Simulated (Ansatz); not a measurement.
NiO (rock salt)

```xyz
2
Lattice="0.0000 2.0586 2.0586 2.0586 0.0000 2.0586 2.0586 2.0586 0.0000" Properties=species:S:1:pos:R:3 pbc="T T T"
O      0.0000     0.0000     0.0000
Ni     2.0586     2.0586     2.0586
```

The slice is a {100} plane (indices of the conventional cell) through the point (0.500, 0.500, 0.500) (fractional), spanned by u = [100] and v = [0 1 -1] in vectors of this cell: u (2.91 Å) and v (2.91 Å, at 90° to u). It covers one period; positions are fractions (u, v).

Level of theory: PBEsol (plane waves to 420 eV, PAW, scalar-relativistic; Ansatz, an electronic-structure program). k mesh 19×19×19. Inside the PAW spheres the values are not all-electron values, and peaks at nuclei hang on which shells count as valence. NiO is run spin-polarised and with no Hubbard U; the real compound is an antiferromagnetic insulator, a state that this run doesn't describe. NiO was relaxed with its symmetry unable to fall. Relaxed NiO ends ferromagnetic. The PAW data are Ansatz's earlier set. Other magnetic orders were not checked, so this need not be the ground state.

Problem. What is the ELF at the density minimum of the shortest O–Ni line in this plane (2.06 Å)?

Solution. 0.1.

Problem. What is the valence density on the shortest O–Ni line in this plane (2.06 Å), at its minimum between the atoms?

Solution. 0.49 e/Å³.

Problem. Sketch the valence electron density on this plane as a map.

Solution. 
```
|99987654321100000000011234567899|
|99887654321100000000011234567889|
|88876544321100000000011234456788|
|77766543221110000000111223456677|
|66655432211111111111111122345566|
|55544322111111111111111112234455|
|44443222111122222222211112223444|
|33332211112222233322222111122333|
|22222111122233333333322211112222|
|11111111222333444443332221111111|
|11111111223344455544433221111111|
|00001112233445555555443322111000|
|00000112234455566655544322110000|
|00000112234455666665544322110000|
|00000112334556666666554332110000|
|00000112334556666666554332110000|
|00000112334556666666554332110000|
|00000112234455666665544322110000|
|00000112234455566655544322110000|
|00001112233445555555443322111000|
|11111111223344455544433221111111|
|11111111222333444443332221111111|
|22222111122233333333322211112222|
|33332211112222233322222111122333|
|44443222111122222222211112223444|
|55544322111111111111111112234455|
|66655432211111111111111122345566|
|77766543221110000000111223456677|
|88876544321100000000011234456788|
|99887654321100000000011234567889|
|99987654321100000000011234567899|
|99987654321100000000011234567899|
```
Scale: ten equal steps from -0.78 (start of '0') to 1.81 (end of '9'), in the order '0123456789'. Values: log₁₀ of the valence density in e/Å³. The map has 32 points along u (one character each, u = 0 at the left) and 32 along v (v = 0 in the bottom row). The scale is logarithmic, as a density can span decades between atoms and voids.
